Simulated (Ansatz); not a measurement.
One slab under several functionals: fcc Pt (111), 5 layers

All-electron LAPW in Ansatz 0.2.0, scalar-relativistic, no spin–orbit coupling; no spin polarisation. Each functional has its own bulk lattice constant and relaxed 1×1 slab, with 16 to 20 Å of vacuum and a dipole correction.

| functional | area (Å²) | γ (J/m²) | Φ (eV) | Δd12 (%) |
| --- | --- | --- | --- | --- |
| LDA | 6.57 | 2.02 | ? | 0.5 |
| PBEsol | 6.65 | 1.86 | 5.80 | 0.6 |
| PBE | 6.83 | ? | 5.68 | 0.9 |

Q: Fill in "Φ (eV)" for the row "LDA".

A: 6.05.

Q: What belongs in the row "PBE", column "γ (J/m²)"?

A: 1.51.
